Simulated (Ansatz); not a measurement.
SrIr2 (cubic Laves, MgCu2 type)

```xyz
6
Lattice="0.0000 3.8485 3.8485 3.8485 0.0000 3.8485 3.8485 3.8485 0.0000" Properties=species:S:1:pos:R:3 pbc="T T T"
Sr     5.7727     5.7727     5.7727
Sr     3.8485     3.8485     3.8485
Ir     2.8864     0.9621     2.8864
Ir     0.9621     0.9621     0.9621
Ir     0.9621     2.8864     2.8864
Ir     2.8864     2.8864     0.9621
```

The slice is a {100} plane (indices of the conventional cell) through the point (0.500, 0.500, 0.500) (fractional), spanned by u = [100] and v = [0 1 -1] in vectors of this cell: u (5.44 Å) and v (5.44 Å, at 90° to u). It covers one period; positions are fractions (u, v).

All values below come from r2SCAN (plane waves to 500 eV, PAW, scalar-relativistic; Ansatz, an electronic-structure program). k mesh 11×11×11. Inside the PAW spheres the values are not all-electron values, and peaks at nuclei hang on which shells count as valence. Spin-orbit coupling is left out, though Ir is heavy. SrIr2 is run without spin polarisation. SrIr2 was relaxed with its symmetry unable to fall.

Three fields on this plane, each scaled to ten steps between its own extremes (0 low, 9 high; the total valence density on a logarithmic scale, the potential cut 8 eV below its top; x marks points blanked near nuclei; v = 0 in the bottom row):

Map A
```
|xxxxxx731001122333221100137xxxxx|
|xxxxxx630001233444332100036xxxxx|
|xxxxxx520012345555543210025xxxxx|
|xxxxx63101234566766543210136xxxx|
|xxxx6421123456788876543211246xxx|
|87653211123567899987653211123567|
|433211112345689xxx98654321111233|
|110001123346789xxx98764332110001|
|000012233456789xxx98765433221000|
|00012334455678899987765544332100|
|01123455666677888887766665543211|
|11234566777777777777777776654321|
|22345678888776666666777888765432|
|22356789998876665666788999876532|
|3345689xxx9876655566789xxx986543|
|3345789xxx9876555556789xxx987543|
|3345689xxx9876655566789xxx986543|
|22356789998876665666788999876532|
|22345678888776666666777888765432|
|11234566777777777777777776654321|
|01123455666677888887766665543211|
|00012334455678899987765544332100|
|000012233456789xxx98765433221000|
|110001123346789xxx98764332110001|
|433211112345689xxx98654321111233|
|87653211123567899987653211123567|
|xxxx6421123456788876543211246xxx|
|xxxxx63101234566766543210136xxxx|
|xxxxxx520012345555543210025xxxxx|
|xxxxxx630001233444332100036xxxxx|
|xxxxxx731001122333221100137xxxxx|
|xxxxxx841000122333221000148xxxxx|
```

Map B
```
|xxxxxx920013444444444310029xxxxx|
|xxxxxx710024444444444420017xxxxx|
|xxxxxx400134555555555431004xxxxx|
|xxxxx61002455555555555420016xxxx|
|xxxx6200134555555555554310026xxx|
|99741000244555555555554420001479|
|221000023444444xxx44444432000012|
|000001234444434xxx43444443210000|
|000123444444333xxx33344444432100|
|11234444445443333333445444444321|
|33445554444544333334454444555443|
|44455554434454333334544344555544|
|44455554333444433344443334555544|
|44455554433334444444333344555544|
|4445555xxx3333444443333xxx555544|
|4445555xxx3333444443333xxx555544|
|4445555xxx3333444443333xxx555544|
|44455554433334444444333344555544|
|44455554333444433344443334555544|
|44455554434454333334544344555544|
|33445554444544333334454444555443|
|11234444445443333333445444444321|
|000123444444333xxx33344444432100|
|000001234444434xxx43444443210000|
|221000023444444xxx44444432000012|
|99741000244555555555554420001479|
|xxxx6200134555555555554310026xxx|
|xxxxx61002455555555555420016xxxx|
|xxxxxx400134555555555431004xxxxx|
|xxxxxx710024444444444420017xxxxx|
|xxxxxx920013444444444310029xxxxx|
|xxxxxx920013444444444310029xxxxx|
```

Map C
```
|xxxxxx005789999999999987500xxxxx|
|xxxxxx015789998888899987510xxxxx|
|xxxxxx036889887666788988630xxxxx|
|xxxxx01578887654345678887510xxxx|
|xxxx0146888864200024688886410xxx|
|00001468998752000002578998641000|
|001356899986400xxx00468999865310|
|445678899986300xxx00368999987654|
|777888999886300xxx00368899988877|
|88888888887641000001467888888888|
|99998876666543100013456666788999|
|99987654334444333334444334567899|
|99986420001345555555431000246899|
|99875200000135677765310000025789|
|9986400xxx0035788875300xxx004689|
|9986300xxx0035789875300xxx003689|
|9986400xxx0035788875300xxx004689|
|99875200000135677765310000025789|
|99986420001345555555431000246899|
|99987654334444333334444334567899|
|99998876666543100013456666788999|
|88888888887641000001467888888888|
|777888999886300xxx00368899988877|
|445678899986300xxx00368999987654|
|001356899986400xxx00468999865310|
|00001468998752000002578998641000|
|xxxx0146888864200024688886410xxx|
|xxxxx01578887654345678887510xxxx|
|xxxxxx036889887666788988630xxxxx|
|xxxxxx015789998888899987510xxxxx|
|xxxxxx005789999999999987500xxxxx|
|xxxxxx004789999999999987400xxxxx|
```

Problem. Assign the maps to these fields: electron localisation function (ELF); valence electron density; electrostatic potential energy of an electron, from the cell's mean.

Solution. A is the valence electron density; B is the electron localisation function (ELF); C is the electrostatic potential energy of an electron, from the cell's mean.
